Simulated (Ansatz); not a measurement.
CrB4 in space group Immm (No. 71; Cr on 2a, B on 8l) at seven volumes, r²SCAN (plane waves, PAW; program Ansatz), shape and atoms relaxed at each. One row is withheld.

```json
[
 {"V (Å³/atom)": "6.698", "P (GPa)": "?"},
 {"V (Å³/atom)": "6.919", "P (GPa)": "19.42"},
 {"V (Å³/atom)": "7.140", "P (GPa)": "9.00"},
 {"V (Å³/atom)": "7.360", "P (GPa)": "0.00"},
 {"V (Å³/atom)": "7.581", "P (GPa)": "-7.77"},
 {"V (Å³/atom)": "7.802", "P (GPa)": "-14.49"},
 {"V (Å³/atom)": "8.023", "P (GPa)": "-20.29"}
]
```

Fit the shown pressures and predict the withheld one.

P = (3/2)B₀(x^(7/2) − x^(5/2))[1 + (3/4)(B′ − 4)(x − 1)] with x = (V₀/V)^(2/3). Least squares on the six rows gives V₀ = 7.360 Å³/atom, B₀ = 279 GPa, B′ = 3.90. At V = 6.698, x = 1.0649 and P = 31.60 GPa. The run itself gave 31.51 GPa.

The workflow started from a Materials Project entry (that database holds measured and hypothetical structures alike); the Crystallography Open Database files this formula in space group No. 71, but the cells were not matched. Its standing as an ambient phase is unchecked. The cell was relaxed with r²SCAN under the symmetry of its start; whether a distortion lowers the energy is not shown. The run is not spin-polarised.

Potentials: the later of the program's two PAW sets.
